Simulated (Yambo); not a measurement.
MgZn3S4 (space group Pm, No. 6), G0W0@PBEsol in Yambo with this input:

```
rim_cut
gw0
dyson
el_el_corr
HF_and_locXC
ppa
em1d
RandQpts= 1000000
RandGvec= 1 Ry
EXXRLvcs= 84 Ry
VXCRLvcs= 336 Ry
Chimod= "HARTREE"
% BndsRnXp
 17 | 194 |
%
NGsBlkXp= 6 Ry
% LongDrXp
 1.0 | 1.0 | 1.0 |
%
PPAPntXp= 27.2114 eV
% GbndRnge
 1 | 194 |
%
GTermKind= "BG"
DysSolver= "n"
ExtendOut
```

On a 2×4×2 mesh, with wavefunctions cut at 84 Ry, the gap (Γ → Γ) is 3.684 eV and the valence edge shifts by -0.832 eV.

### Question
What happens with this change: 1×2×1 mesh?

### Answer
The gap falls by 0.284 eV, to 3.400 eV; the shift of the valence edge becomes -0.596 eV. Neither run is shown to be the converged limit.

Geometry of the Materials Project entry, not relaxed at this level; primitive cell a = 6.3123 Å, b = 3.8545 Å, c = 6.6932 Å, α = γ = 90.00°, β = 90.05°.

The structure is a Materials Project entry; no match was found in the copy of COD used, and its stability was not checked.

A shift is the quasiparticle energy of the state minus its PBEsol energy.
